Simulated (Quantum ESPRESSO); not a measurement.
**Kohn-Sham bands of TiPd3 (Cu3Au type)**

```yaml
crystal:
  lattice:
    - [3.89766, 0.00000, 0.00000]
    - [0.00000, 3.89766, 0.00000]
    - [0.00000, 0.00000, 3.89766]
  atoms:
    - { symbol: Ti, position: [0.00000, 0.00000, 0.00000] }
    - { symbol: Pd, position: [0.00000, 0.50000, 0.50000] }
    - { symbol: Pd, position: [0.50000, 0.00000, 0.50000] }
    - { symbol: Pd, position: [0.50000, 0.50000, 0.00000] }
```

Structure: Materials Project mp-636328, symmetrised, not relaxed again. COD (Crystallography Open Database) has an entry of this formula and space group (matched by these alone). Computed values, not measurements, from PBEsol: Quantum ESPRESSO (norm-conserving PseudoDojo potentials, cutoff 68 Ry, no spin polarisation, no spin-orbit coupling) on a Γ-centred 4×4×4 mesh, then Wannier90. Density: 12×12×12 mesh, cold smearing 0.01 Ry.

Q: List the Kohn-Sham levels between −8 and 3.0 eV relative to the Fermi level at the high-symmetry points, as a band run of pw.x on that density gives them (levels within 2 meV counted together).

A: 
```csv
point,k (reciprocal lattice),levels (eV)
Γ,0.000 0.000 0.000,"-6.23, -6.03 (×2), -5.75 (×3), -3.34 (×3), -1.84 (×2), -1.13, -0.65 (×3), 1.08 (×2), 1.72 (×3), 2.35 (×3)"
X,0.000 0.500 0.000,"-6.00, -5.57, -5.28, -5.06, -4.74, -4.40 (×2), -4.22, -3.79 (×2), -2.91, -2.59 (×2), -2.50, -2.42, -1.63, -0.65, -0.15 (×2), 0.51, 0.56, 1.66"
M,0.500 0.500 0.000,"-4.88 (×2), -4.66, -4.50, -4.44, -4.17 (×2), -3.99, -3.80 (×2), -3.42, -3.00, -2.86 (×2), -2.40, -2.23, -2.15, 0.20 (×2), 0.45, 1.34 (×2), 2.85"
R,0.500 0.500 0.500,"-6.13, -5.93 (×3), -3.95 (×3), -3.25 (×3), -2.94 (×2), -1.02 (×3), -0.06 (×3), 0.06, 0.89 (×3), 1.30 (×2)"
```
